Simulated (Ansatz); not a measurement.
**Sb₃Au**

```xyz
4
Lattice="-3.0400 3.0400 3.0400 3.0400 -3.0400 3.0400 3.0400 3.0400 -3.0400" Properties=species:S:1:pos:R:3 pbc="T T T"
Sb    3.0400    0.0000    0.0000
Sb    0.0000    3.0400    0.0000
Sb    0.0000    0.0000    3.0400
Au    0.0000    0.0000    0.0000
```

Atoms are numbered in the order listed.

The geometry is COD entry 1510290, unchecked; take it as a test cell.

Spin–orbit coupling is left out, though it moves levels of the heavy atoms by tenths of an eV or more.

Levels of theory: DFT, LDA, all-electron LAPW, scalar-relativistic (Ansatz 0.2.0); DFT, LDA, PAW with Ansatz's default frozen-core files, scalar-relativistic (Ansatz 0.2.0).

For LAPW: a Γ-centred 10×10×10 k mesh, Fermi–Dirac smearing of 0.05 eV, basis error target 1 meV/atom, no spin polarisation. PAW takes a cutoff of 420 eV at this cell (files made with PBE, cores remade for this functional). The Ansatz runs share mesh, smearing and spin set-up. Values come from LAPW unless marked.

```
Pressure at this cell                                                                                                  : -7.83 GPa
Band gap                                                                                                               : none: bands cross the Fermi level, a metal
Density of states at the Fermi level (0.2 eV bin)                                                                      : 2.04 states/eV per cell
Löwdin charges (with 0.22 e of the cell spilling out of the atomic basis, so their sizes and signs hang on that basis) : Sb1 -0.03, Au4 0.31 e
Bader charges (from the PAW run)                                                                                       : Sb1 +0.17, Au4 -0.52 e
Volume per atom                                                                                                        : 28.09 Å³
```
